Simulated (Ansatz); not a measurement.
La (dhcp (α-La type), P6_3/mmc) under volume change, DFT-PBEsol in the program Ansatz with PAW potentials, shape and atoms relaxed at each volume.

```tsv
V (Å³/atom)	E − E(relaxed) (meV/atom)	P (GPa)
30.844	25.9	2.88
31.861	11.1	1.81
32.877	…	…
33.894	0.0	0.00
34.911	2.4	-0.75
35.928	9.3	-1.42
36.945	…	…
```

Problem. Some entries are withheld; supply them.

Solution. 
- 36.945, E − E(relaxed) (meV/atom): 20.3
- 36.945, P (GPa): -2.02
- 32.877, E − E(relaxed) (meV/atom): 2.7
- 32.877, P (GPa): 0.85

Problem. What does a third-order Birch–Murnaghan fit give for V₀, B₀ and B′?

Solution. V₀ = 33.90 Å³/atom, B₀ = 26.7 GPa, B′ = 2.9.

The cell was relaxed with PBEsol under the symmetry of its start. Spin–orbit coupling is left out wherever it is not named.

Potentials: the earlier of the program's two PAW sets. The files were generated under PBE; for other functionals the program regenerates the frozen cores, and for LDA and PBEsol the local potential too.
